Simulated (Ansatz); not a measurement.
ZrAsRu in space group P-62m (No. 189; Zr on 3g, As on 1b, As on 2c, Ru on 3f), DFT-PBE in the program Ansatz with PAW potentials, all energies at zero smearing, with the estimated change up to a 700 eV cutoff added, with one set of potentials and settings (totals compare only within such a set). Cell of 9 atoms (3 Zr, 3 As, 3 Ru): -44763.689 eV.

```csv
element,reference phase,E (eV/atom)
Zr,"P6_3/mmc, 2 atoms in the cell",-4183.8362
As,"R-3m, 2 atoms in the cell",-4856.1377
Ru,"P6_3/mmc, 2 atoms in the cell",-5878.6876
```

Formation energy per atom, worked out: (-44763.689 − 3×(-4183.8362) − 3×(-4856.1377) − 3×(-5878.6876))/9 = -0.856 eV/atom (-83 kJ per mol of atoms), at 0 K, without zero-point energy or fitted corrections.

The workflow started from a Materials Project entry (that database holds measured and hypothetical structures alike); the Crystallography Open Database copy checked does not list it. Whether it is the stable phase at ambient conditions was not checked. Symmetry was held in the PBE relaxation; its stability against distortions is not shown here. No spin polarisation was allowed. The references are the lowest solids computed at this level, not always the standard phases.

Potentials: the later of the program's two PAW sets.
